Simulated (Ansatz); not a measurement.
**Sb under strain**

The calculation used Ansatz, DFT r2SCAN, scalar-relativistic, plane waves, PAW. Run with 500 eV cutoff, 16×16×16 k-mesh, Gaussian smearing of 0.10 eV, no spin polarisation.

The relaxed crystal:

```xyz
1
Lattice="3.0875 0.0000 0.0000 0.0000 3.0875 0.0000 0.0000 0.0000 3.0875" Properties=species:S:1:pos:R:3 pbc="T T T"
Sb    0.0000    0.0000    0.0000
```

Deformation: biaxial strain in the a-b plane, with the length and tilt of c and the atoms relaxed, all within the symmetry that the strain leaves. Energies are extrapolated to zero smearing. Stress is positive in compression, on the Cartesian axes of the cell above. On this cell's mesh the reference holds a stress of up to 0.19 GPa.

A cell with an odd number of electrons and no spin polarisation is a metal by construction and may be lower with spin.

Strains computed: -3.0, -2.0, -1.0, +1.0, +2.0, +3.0 %.

Problem. At which strain does the energy stand 12.6 meV/atom over the relaxed crystal with σxx = 3.80, σyy = 3.80, σzz = 0.00 GPa?

Solution. -2.0 %.

This simple cubic form isn't the element's structure at ambient conditions.